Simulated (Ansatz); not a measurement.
Here is the system:

GaSb (zinc blende)

```yaml
crystal:
  lattice:
    - [0.00000, 3.05569, 3.05569]
    - [3.05569, 0.00000, 3.05569]
    - [3.05569, 3.05569, 0.00000]
  atoms:
    - { symbol: Sb, position: [0.25000, 0.25000, 0.25000] }
    - { symbol: Ga, position: [0.00000, 0.00000, 0.00000] }
```

The volume is varied about the relaxed value V₀ at fixed cell shape. Symmetry pins the atoms to their sites.

Method: PBEsol (plane waves to 420 eV, PAW, scalar-relativistic; Ansatz, an electronic-structure program). k mesh 14×14×14 (Γ-centred), Fermi-Dirac smearing 0.05 eV. E stands for the smeared free energy. Compression counts positive. At this level the bands of GaSb touch or barely overlap; measurements give the solid a gap. GaSb was relaxed with its symmetry unable to fall. Spin-orbit coupling is left out, though Sb is heavy. ΔE is measured from the relaxed starting cell.

The scan covers V/V₀ from 0.940 to 1.060 in 9 points.

Problem. What is the fitted pressure derivative B₀′?

Solution. 4.7.

Problem. What bulk modulus B₀ follows from a third-order Birch-Murnaghan fit?

Solution. 51.6 GPa.

(Under strain, the slope of the energy per volume gives the stress and its curvature an elastic modulus.)
